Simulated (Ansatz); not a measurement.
Mechanical response of AlIr (Pm-3m)

```
Al Ir
1.0
     2.96973    0.00000    0.00000
     0.00000    2.96973    0.00000
     0.00000    0.00000    2.96973
Al Ir
1 1
Direct
  0.00000 0.00000 0.00000
  0.50000 0.50000 0.50000
```

Computed, not measured; unless marked otherwise by LDA, all-electron LAPW in Ansatz 0.2.0, scalar-relativistic. k mesh 14×14×14, strains of ±0.005, Fermi-Dirac smearing of 0.100 eV, basis error target 1 meV/atom. The cell was relaxed by PAW under this functional. The structure is one entry of a database and needn't be the stable phase.

The cell is cubic and carries a residual pressure of -0.04 GPa at this level. Each strain component that symmetry leaves independent is applied at ±0.005, the ions relax wherever a strain frees them, and the stress (tension positive, GPa) is read. Shears are engineering strains, γ = 2ε.

```tsv
strain	size	σxx	σyy	σzz	σyz	σxz	σxy
xx	-0.005	-1.7953	-1.0059	-1.0059	0.0000	0.0000	0.0000
xx	+0.005	1.6792	1.1215	1.1215	0.0000	0.0000	0.0000
yz	-0.005	0.0368	0.0374	0.0374	-0.7094	0.0000	0.0000
yz	+0.005	0.0368	0.0374	0.0374	0.7094	0.0000	0.0000
```

A central difference gives one constant, for example C11 ≈ (1.6792 − (-1.7953))/(0.01) = 347.4 GPa; the program then imposes the crystal's symmetry on the whole matrix.

(1) What are the independent elastic constants?

(2) Do they meet the Born conditions?

(3) What moduli does a random aggregate of grains have?

(4) With the density of 13.898 g/cm³, how fast does sound travel, and what Debye temperature follows?

(5) How far do the constants move if PAW replaces LAPW in the same cell?

(6) What happens at 5 GPa (cell relaxed there)?

Results:

(1) C11 = 347.4, C12 = 212.7, C44 = 141.9 GPa.

(2) C11 − C12 = 134.7, C11 + 2C12 = 772.9 and C44 = 141.9 GPa must all be positive, so the crystal is elastically stable; that says nothing yet of its phonons.

(3) B = (C11 + 2C12)/3 = 257.6 GPa. G_V = (C11 − C12 + 3C44)/5 = 112.1 and G_R = 5(C11 − C12)C44/(4C44 + 3(C11 − C12)) = 98.3, so G_H = 105.2 GPa. Then E = 9BG/(3B + G) = 277.8 GPa, ν = (3B − 2G)/(6B + 2G) = 0.320 and B/G = 2.45, on the ductile side of Pugh's 1.75 (a rule of thumb).

(4) 

```
direction  slow (m/s)  middle (m/s)  fast (m/s)
    [100]        3195          3195        5000
    [110]        2201          3195        5510
    [111]        2576          2576        5670
```

The mean of v⁻³ over directions and branches gives v_m = 3054 m/s and θ_D = (ħ/k_B) v_m (6π²n)^(1/3) = 386 K, n being atoms per volume. Young's modulus spans 186 to 360 GPa over directions, and the universal anisotropy index is 0.70.

(5) 

```json
{"constant": "C11", "LAPW (GPa)": "347.4", "PAW (GPa)": "348.4", "difference": "1.0"}
{"constant": "C12", "LAPW (GPa)": "212.7", "PAW (GPa)": "213.5", "difference": "0.8"}
{"constant": "C44", "LAPW (GPa)": "141.9", "PAW (GPa)": "141.8", "difference": "-0.1"}
```

(6) The volume falls to 0.9816 of its value, and C11 = 382.0, C12 = 229.1, C44 = 152.2 GPa (slopes of the stress), in this structure whether or not another phase takes over.

Limits of these numbers: responses of metals move with mesh and smearing; no spin-orbit coupling on heavy atoms; the frozen-core PAW files of the compared runs were fitted under PBE, their cores solved anew for this functional.
